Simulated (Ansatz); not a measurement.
AlBRu₃:
```yaml
crystal:
  lattice:
    - [4.02736, 0.00000, 0.00000]
    - [0.00000, 4.02736, 0.00000]
    - [0.00000, 0.00000, 4.02736]
  atoms:
    - { symbol: Al, position: [0.00000, 0.00000, 0.00000] }
    - { symbol: Ru, position: [0.00000, 0.50000, 0.50000] }
    - { symbol: Ru, position: [0.50000, 0.00000, 0.50000] }
    - { symbol: Ru, position: [0.50000, 0.50000, 0.00000] }
    - { symbol: B, position: [0.50000, 0.50000, 0.50000] }
```

Relaxed with r²SCAN.

Problem. Give the Bader charges and basin volumes of the independent atoms, r²SCAN (plane waves, PAW; program Ansatz).

Solution. 

```tsv
atom	Bader charge (e)	Bader volume (Å³)
Al1	+1.63	8.1
Ru2	-0.48	17.1
B5	-0.18	5.9
```

Space group Pm-3m (cubic perovskite). The start of the workflow was typed in or built on a structure type; neither database checked (COD, Materials Project) lists it. Its standing as an ambient phase is unchecked. The cell was relaxed with r²SCAN under the symmetry of its start; whether a distortion lowers the energy is not shown. The run is not spin-polarised. The volume moved by -15 % from the start of the relaxation.

Potentials: the earlier of the program's two PAW sets.
